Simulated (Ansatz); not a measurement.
Zn2PtO4 in space group Imma (No. 74; Pearson symbol oI28), r²SCAN in the plane-wave PAW code Ansatz, all energies at zero smearing, with the estimated change up to a 700 eV cutoff added, with one set of potentials and settings (totals compare only within such a set). Cell of 14 atoms (4 Zn, 2 Pt, 8 O): -42921.241 eV.

| element | reference phase | E (eV/atom) |
|---|---|---|
| Zn | P6_3/mmc, 2 atoms in the cell | -3325.6729 |
| Pt | Fm-3m, 1 atoms in the cell | -12536.7848 |
| O | C2/m, 4 atoms in the cell, spin-polarised | -566.0281 |

Formation energy per atom, worked out: (-42921.241 − 4×(-3325.6729) − 2×(-12536.7848) − 8×(-566.0281))/14 = -1.197 eV/atom (-115 kJ per mol of atoms), at 0 K, without zero-point energy or fitted corrections.

The first step of the workflow began from a Materials Project structure, measured or hypothetical; the Crystallography Open Database copy checked does not list it. Its standing as an ambient phase is unchecked. Symmetry was held in the r²SCAN relaxation; its stability against distortions is not shown here. No spin polarisation was allowed. The references are the lowest solids computed at this level, not always the standard phases (solids in place of the gases). Scalar-relativistic: spin–orbit coupling is off unless named, which matters more the heavier the elements.

Potentials: the later of the program's two PAW sets.
